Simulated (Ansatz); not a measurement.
NbInO$_{4}$ in space group P2/c (No. 13; Nb on 2e, In on 2f, O on 4g, O on 4g), plane-wave PAW r²SCAN (Ansatz code), all energies at zero smearing, with the estimated change up to a 700 eV cutoff added, with one set of potentials and settings (totals compare only within such a set). Cell of 12 atoms (2 Nb, 2 In, 8 O): -24908.927 eV.

```tsv
element	reference phase	E (eV/atom)
Nb	Im-3m, 1 atoms in the cell	-4563.6321
In	I4/mmm, 1 atoms in the cell	-5611.8204
O	C2/m, 4 atoms in the cell, spin-polarised	-566.0281
```

Formation energy per atom, worked out: (-24908.927 − 2×(-4563.6321) − 2×(-5611.8204) − 8×(-566.0281))/12 = -2.483 eV/atom (-240 kJ per mol of atoms), at 0 K, without zero-point energy or fitted corrections.

The first step of the workflow began from a Materials Project structure, measured or hypothetical; the Crystallography Open Database files this formula in space group No. 13, but the cells were not matched. Its standing as an ambient phase is unchecked. The cell was relaxed with r²SCAN under the symmetry of its start; its stability against distortions is not shown here. The run is not spin-polarised. The references are the lowest solids computed at this level, not always the standard phases (solids in place of the gases).

Potentials: the later of the program's two PAW sets.
